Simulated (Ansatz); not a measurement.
The cell was built from the zincblende type and relaxed in the same program, and has space group F-43m; it needn't be a known or the stable phase.

SbAu: DFT, PBE, PAW with Ansatz's default frozen-core files, scalar-relativistic (Ansatz 0.2.0).

Command: `ansatz run input.yaml --threads 1 --pin off --max-ram 2048MiB --backend cpu --events-out ev --progress --plain --runs-dir out` The run took 27 s on 1 thread of Arm Neoverse V1 (shared host), peak memory 0.43 GiB.

```yaml
crystal:
  lattice:
    - [0.0, 3.1108764896, 3.1108764896]
    - [3.1108764896, 0.0, 3.1108764896]
    - [3.1108764896, 3.1108764896, 0.0]
  atoms:
    - { symbol: Au, position: [0.0, 0.0, 0.0] }
    - { symbol: Sb, position: [0.25, 0.25, 0.25] }
kpoints:
  mp_grid: { grid: [10, 10, 10] }
  band_path:
    path:
      - [0.0, 0.0, 0.0]
      - [-0.5, -0.5, 0.0]
      - [-0.375, -0.375, 0.25]
      - [-0.375, 0.0, 0.375]
      - [0.0, 0.0, 0.0]
      - [0.0, 0.0, 0.5]
      - [-0.5, -0.25, 0.25]
      - [-0.5, -0.5, 0.0]
    npoints: 14
scf:
  occupations: { method: fermi_dirac, width: 0.08 }
hamiltonian:
  xc: pbe
  pseudopotentials: { kind: paw }
output:
  forces: true
  stress: true
  eigenvalues: true
  efg: { contact_densities: true }
  populations: true
  bader: true
  dos: { projected: true, de: 0.2, e_range: [-14, 8] }
  write_density: true
  write_potential: true
  elf: true
  volumetric_format: npy
```

Output:

```
Sb, Au: output.efg is read without spin–orbit coupling, which moves field gradients at and beside such atoms by some per cent and up to a factor of two; PAW files take it under magnetization.noncollinear and magnetization.spin_orbit
Engine: ansatz 0.2.0
Pseudopotentials: kind: paw
Pseudopotential: Au, paw, valence charge 19, recommended cutoff 420 eV (normal)
Pseudopotential: Sb, paw, valence charge 15, recommended cutoff 420 eV (normal)
Functional definition: PBE
  parameter kappa = 0.804
  parameter beta = 0.06672455060314922
  exchange = pbe_x(kappa = kappa, mu = beta*pi^2/3)
  correlation = pbe_c(beta = beta)
Crystal: 2 atoms, lattice volume = 60.211 Å³
Basis set: ecut = 420 eV, 1243 PW (Γ), exchange–correlation on 60×60×60 points (8 copies of the dense FFT grid, shifted against one another)
Bands: 21, of which v1, the nominal top of the filled ones, is band 17 counted from 1 (16 counted from 0)
Symmetry: 24 space group operations
Space group: F-43m (ITA 216), of the structure as read, at distance tolerance 3.9e-5 Å
k-points: 47 of 1000 (time reversal used)
Non-local potential: Au, projectors of the file, l = 0: 3, l = 1: 2, l = 2: 2, l = 3: 1
Non-local potential: Sb, projectors of the file, l = 0: 2, l = 1: 2, l = 2: 2, l = 3: 2
PAW form: soft (Blöchl's): semilocal exchange-correlation on the pseudo side does not see the compensation charge
PAW one-centre angular grid: Au, 590 points (default); XC on 64 Gauss nodes
PAW one-centre angular grid: Sb, 590 points (default); XC on 64 Gauss nodes
Initial density: superposition of atomic densities (neutral atoms: chi_scale 0, normalization atom), corrected by the library's trained network
Initial wavefunctions: pseudopotential atomic-orbital guess
Functional: x = pbe(κ = 0.804, μ = 0.2195149727645171), c = pbe(β = 0.06672455060314922)
SCF iter   1: F=—  HF=-19633.584892 eV  |F-HF|=—  |Δ(HF+E_count)|=         —  Δρ=1.45e-3  dr2=6.62e-4  ethr=1.77e-3  ⟨swp⟩=6.1  Hψ=4754  notcnv=0
preconditioner: auto → LDOS  [metal: Δε(μ)=0.021 eV  Ē_g=9.027 eV  σ=0.080 eV  W_gap=0.06  n_scr=14 (ndim 8)  ℏωp=19.1 eV  f_vac=0.108  D(μ)=1.46/eV (n_scr^D=14)  β→1.0]
SCF iter   2: F=—  HF=-19633.586203 eV  |F-HF|=—  |Δ(HF+E_count)|=   1.31e-3  Δρ=4.36e-4  dr2=1.16e-4  ethr=1.95e-6  ⟨swp⟩=3.6  Hψ=2424  notcnv=0
SCF iter   3: F=—  HF=-19633.586226 eV  |F-HF|=—  |Δ(HF+E_count)|=   2.33e-5  Δρ=2.01e-4  dr2=2.52e-5  ethr=3.41e-7  ⟨swp⟩=2.8  Hψ=1808  notcnv=0  defer=1
SCF iter   4: F=—  HF=-19633.586215 eV  |F-HF|=—  |Δ(HF+E_count)|=   1.17e-5  Δρ=8.78e-5  dr2=4.10e-6  ethr=7.42e-8  ⟨swp⟩=2.0  Hψ=1769  notcnv=0
iter 5 did not close the SCF: its close was put off for the readings that it lacked (scf_convergence_deferred on its scf_iter line)
SCF iter   5: F=-19633.586214 eV  HF=-19633.586213 eV  |F-HF|=5.40e-8  |Δ(HF+E_count)|=   1.22e-6  Δρ=1.06e-5  dr2=5.46e-8  ethr=1.21e-8  ⟨swp⟩=2.6  Hψ=1739  notcnv=0
SCF iter   6: F=-19633.586214 eV  HF=-19633.586214 eV  |F-HF|=1.78e-9  |Δ(HF+E_count)|=   6.95e-8  Δρ=1.53e-6  dr2=1.59e-9  ethr=1.60e-10  ⟨swp⟩=7.1  Hψ=6235  notcnv=0
SCF 1 converged in 6 iterations: F = -19633.586214 eV  dr2 = 1.59e-9
  greatest PAW one-centre occupation: 1.000 electrons in one spin orbital (limit 2), on the Au atom at site 0 (counted from 0), in its partial waves of l = 0
NSCF: frozen V_eff on 99 k-points
SCF converged after 6 iterations
Free energy (F): -19633.586214 eV
Harris-Foulkes:  -19633.586214 eV  (|F-HF|=1.78e-9)
Internal energy: -19633.556327 eV  (E = F + TS)
E sigma→0 (E₀):  -19633.571270 eV
Entropy (-TS):   -0.029886 eV (-14.943 meV/atom)
Fermi energy:    9.494665 eV
--- Per-component energies (eV) ---
  E_band       = -592.932847
  E_kinetic    = 810.301920
  E_local      = -4574.924866  (includes V_loc(G=0)·N_el)
  E_nonlocal   = 435.143864
  E_hartree    = 1981.931616
  E_xc         = -365.738746
  E_vxc        = -370.469828  (∫ρ·V_xc dr)
  E_paw        = -14282.223213  (= ΣΔE_a)
  E_vpaw       = -856.850631  (= ΣTr[D̂ρ^β])
  E_aug_tail   = 0.001423  (compensation charges beyond the density's cutoff)
  E_ewald      = -3638.048325
  E_smearing   = -0.029886  (= −TS)
  E_closure    = 0.000000  (closes the sum)
  Σ components = -19633.586214   (vs F -19633.586214, Δ=0.00e0)
--- Forces (eV/Å), atoms counted from 1 ---
  atom   1  Au    -0.00000000    -0.00000000     0.00000000
  atom   2  Sb    -0.00000000     0.00000000    -0.00000000
  max |Σ_I F_I| component: 3.79e-16 eV/Å
--- Stress (GPa, compression-positive) ---
       -0.031210       0.000000       0.000000
       -0.000000      -0.031210      -0.000000
        0.000000      -0.000000      -0.031210
  P = ⅓ Tr σ = -0.0312 GPa (-0.312 kbar)
--- PAW observables at the nuclei: V_zz in 10²¹ V/m², potentials from the cell's mean, atoms counted from 1 ---
  atom   1  Au V_zz =    +0.000000   η = 0.0000   by run symmetry: forbidden
            electrostatic potential = -16449.769820 V   contact ρ = 13078778.947932 e/Å³
  atom   2  Sb V_zz =    +0.000000   η = 0.0000   by run symmetry: forbidden
            electrostatic potential = -8409.490962 V   contact ρ = 1350097.656385 e/Å³
--- Band table (eV; the first three rows and the last of 47) ---
  k-point 0: bands = ["-96.2442", "-47.6738", "-47.6738", "-47.6738", "-19.4485", "-19.4485", "-19.4485", "-19.4297", "-19.4297", "-1.1227", "4.3534", "4.3534", "4.3534", "5.3312", "5.3312", "11.6751", "12.1754", "12.1754", "12.1754", "15.0122", "15.0122"]
  k-point 1: bands = ["-96.2442", "-47.6738", "-47.6738", "-47.6738", "-19.4487", "-19.4484", "-19.4484", "-19.4296", "-19.4296", "-1.0431", "4.3356", "4.3779", "4.3779", "5.3258", "5.3258", "10.6209", "11.9583", "11.9583", "12.6230", "15.0530", "15.2517"]
  k-point 2: bands = ["-96.2442", "-47.6740", "-47.6738", "-47.6738", "-19.4493", "-19.4482", "-19.4482", "-19.4293", "-19.4293", "-0.8221", "4.3123", "4.4388", "4.4388", "5.3189", "5.3189", "9.0952", "11.4927", "11.4927", "12.6467", "15.7099", "15.7099"]
  k-point 46: bands = ["-96.2442", "-47.6742", "-47.6740", "-47.6739", "-19.4511", "-19.4488", "-19.4466", "-19.4294", "-19.4276", "0.2506", "4.4060", "4.8109", "4.9010", "5.2808", "5.6687", "6.2296", "7.9273", "8.5119", "14.8405", "15.1942", "17.1642"]
--- Löwdin populations: 2 sites ---
  site symbol       q [e]
     0     Au     18.5668
     1     Sb     15.2410
  spilling = 0.005653 (of n_electrons = 34.000000)
--- Bader charges: 2 sites ---
  site symbol  charge [e]  shift [e]
     0     Au     -0.5773     0.0009
     1     Sb      0.5773     0.0009
  estimated error of the sums over rays = 3.9e-4 e
```

populations.tsv:

```
# site	symbol	l	j	q
# orbitals = lowdin
# n_electrons = 34.000000
# spilling = 0.005653
0	Au	0_5S	-	1.986891
0	Au	0_6S	-	0.961444
0	Au	1_5P	-	5.992282
0	Au	2_5D	-	9.626169
1	Sb	0_5S	-	1.842136
1	Sb	1_5P	-	3.400404
1	Sb	2_4D	-	9.998464
```

bader_charges.tsv:

```
# site	symbol	x_ang	y_ang	z_ang	partial_charge_e	electrons	volume_ang3	relative_density_drop	shared_charge_e	partial_wave_shift_e
# quadrature_error_electrons = 3.9e-4
0	Au	0.0000	0.0000	0.0000	-0.57728	79.57728	31.16	-	-0.57728	0.00091
1	Sb	1.5554	1.5554	1.5554	0.57728	50.42272	29.05	-	0.57728	0.00091
```
